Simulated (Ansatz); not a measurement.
In2Ge2O7 (space group C2/m)

```
CELL_PARAMETERS angstrom
      3.29422    -4.38064     0.00000
      3.29422     4.38064     0.00000
     -1.01498     0.00000     4.80942
ATOMIC_POSITIONS crystal
  In 0.30636 0.69364 0.00000
  In 0.69364 0.30636 0.00000
  Ge 0.76204 0.76204 0.59308
  Ge 0.23796 0.23796 0.40692
  O  0.40849 0.07374 0.21293
  O  0.59151 0.92626 0.78707
  O  0.92626 0.59151 0.78707
  O  0.07374 0.40849 0.21293
  O  0.00000 0.00000 0.50000
  O  0.41397 0.41397 0.72729
  O  0.58603 0.58603 0.27271
```

The atoms are displaced by Q × the pattern below (from a DFPT mode at Γ, largest move 1; Q in Å), at fixed cell.

```
atom       x       y       z
----  ------  ------  ------
In1    0.000   0.194   0.000
In2    0.000  -0.194   0.000
Ge3    0.726   0.000   0.052
Ge4   -0.726   0.000  -0.052
O5    -0.778  -0.284   0.383
O6     0.778   0.284  -0.383
O7     0.778  -0.284  -0.383
O8    -0.778   0.284   0.383
O10    0.844   0.000  -0.537
O11   -0.844   0.000   0.537
```

Atoms not listed stay in place.

Level of theory: LDA (plane waves to 420 eV, PAW, scalar-relativistic; Ansatz, a program for electronic structure). k mesh 5×5×6 (Γ-centred), Fermi-Dirac smearing 0.05 eV. E stands for the smeared free energy. In2Ge2O7 was relaxed with its symmetry unable to fall. The zero of ΔE is the undisplaced structure.

Task: Give the computed ΔE (meV/cell) at Q (Å) = -0.150, -0.120, -0.090, 0.030, 0.060, 0.120, 0.150, 0.180.

Result: 
```json
[
 {"Q (Å)": "-0.150", "ΔE (meV/cell)": "923"},
 {"Q (Å)": "-0.120", "ΔE (meV/cell)": "596"},
 {"Q (Å)": "-0.090", "ΔE (meV/cell)": "339"},
 {"Q (Å)": "0.030", "ΔE (meV/cell)": "40"},
 {"Q (Å)": "0.060", "ΔE (meV/cell)": "162"},
 {"Q (Å)": "0.120", "ΔE (meV/cell)": "667"},
 {"Q (Å)": "0.150", "ΔE (meV/cell)": "1061"},
 {"Q (Å)": "0.180", "ΔE (meV/cell)": "1554"}
]
```

(A displaced cell: forces are minus the slopes of the energy, force constants its curvatures, and phonons follow from these.)
